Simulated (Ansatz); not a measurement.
## Calculated electric field gradients for BaSrCeTiO6

The cell is a Materials Project structure (computed, not necessarily an observed phase).

Space group P-1 (No. 2); a = 5.8970, b = 5.9141, c = 8.3213 Å, α = 89.74°, β = 89.68°, γ = 89.88°.

```csv
site,Wyckoff,site symmetry,x,y,z
Ba,2i,1,0.5091,0.5036,0.7506
Sr,2i,1,0.0177,0.9976,0.7482
Ce5,1d,-1,0.5000,0.0000,0.0000
Ce6,1g,-1,0.0000,0.5000,0.5000
Ti7,1c,-1,0.0000,0.5000,0.0000
Ti8,1f,-1,0.5000,0.0000,0.5000
O9,2i,1,0.2164,0.2469,0.0371
O10,2i,1,0.7189,0.2512,0.4820
O13,2i,1,0.7515,0.2784,0.0210
O14,2i,1,0.2399,0.2103,0.4649
O17,2i,1,0.0124,0.4386,0.7653
O18,2i,1,0.4711,0.0440,0.7346
```

One atom of each set is listed.

The numbers come from a DFT calculation in Ansatz (r2SCAN, plane waves and PAW, scalar-relativistic, 500 eV cutoff, Γ-centred 4×4×3 k-points, Fermi–Dirac smearing 0.02 eV).

V_zz is the principal component of the electric field gradient with the largest magnitude, η = (V_xx − V_yy)/V_zz and C_Q = eQV_zz/h.

Ba-137: I = 3/2, Q = 236.0 mb; Sr-87: I = 9/2, Q = 305.0 mb; ⁴⁷Ti: I = 5/2, Q = 302.0 mb; ¹⁷O: I = 5/2, Q = -25.58 mb. Nuclear quadrupole moments: year-2017 set (Pyykkö).

Q: Give the quadrupolar parameters of the distinct sites.

A: 

```csv
site,atoms,first shell,"V_xx, V_yy, V_zz (10²¹ V/m²)",η,C_Q (MHz)
Ba,2,12 O at 2.73–3.36 Å,"0.50, 2.88, -3.38",0.70,-19.3
Sr,2,12 O at 2.61–3.31 Å,"1.41, 2.96, -4.37",0.35,-32.2
Ce5,1,6 O at 2.23–2.24 Å,"0.29, 4.36, -4.65",0.88,–
Ce6,1,6 O at 2.23–2.24 Å,"0.45, 4.99, -5.44",0.83,–
Ti7,1,6 O at 1.97–1.99 Å,"0.37, 0.67, -1.04",0.29,-7.56
Ti8,1,6 O at 1.97–1.99 Å,"0.019, 0.95, -0.97",0.96,-7.08
O9,2,"1 Ti at 1.99 Å, 1 Ce at 2.24 Å, angle 161°; also 2 Sr at 2.67–3.07 Å, 2 Ba at 2.83–3.30 Å","-0.24, -0.35, 0.59",0.19,-0.365
O10,2,"1 Ti at 1.97 Å, 1 Ce at 2.23 Å, angle 169°; also 2 Ba at 2.77–2.96 Å, 2 Sr at 2.87–3.20 Å","0.062, 0.41, -0.47",0.73,0.291
O13,2,"1 Ti at 1.97 Å, 1 Ce at 2.23 Å, angle 169°; also 2 Ba at 2.76–2.98 Å, 2 Sr at 2.86–3.22 Å","0.005, 0.46, -0.46",0.98,0.287
O14,2,"1 Ti at 1.99 Å, 1 Ce at 2.24 Å, angle 160°; also 2 Sr at 2.65–2.97 Å, 1 Ba at 2.87 Å","-0.032, -0.56, 0.59",0.89,-0.366
O17,2,"1 Ti at 1.99 Å, 1 Ce at 2.24 Å, angle 160°; also 2 Sr at 2.61–3.31 Å, 2 Ba at 2.96–3.00 Å","-0.019, -0.53, 0.55",0.93,-0.341
O18,2,"1 Ti at 1.98 Å, 1 Ce at 2.23 Å, angle 163°; also 2 Sr at 2.69–3.24 Å, 2 Ba at 2.73–3.21 Å","0.15, 0.52, -0.67",0.56,0.413
```

Ce has no stable isotope with a ground-state quadrupole moment in the table, so no C_Q is given.

Without spin–orbit coupling the gradients at and beside Ce can be off by some per cent, at some sites by more. Where η is near 1 the sign of V_zz means little.

The run took 7.2 min of wall time (7.2 min of CPU time) and 1.4 GiB at its peak, on 1 thread of Arm Neoverse V1 (aarch64; 8 cores open to the job, memory cap 2.5 GiB, no GPU), a shared host with a load of 0.5 a core.
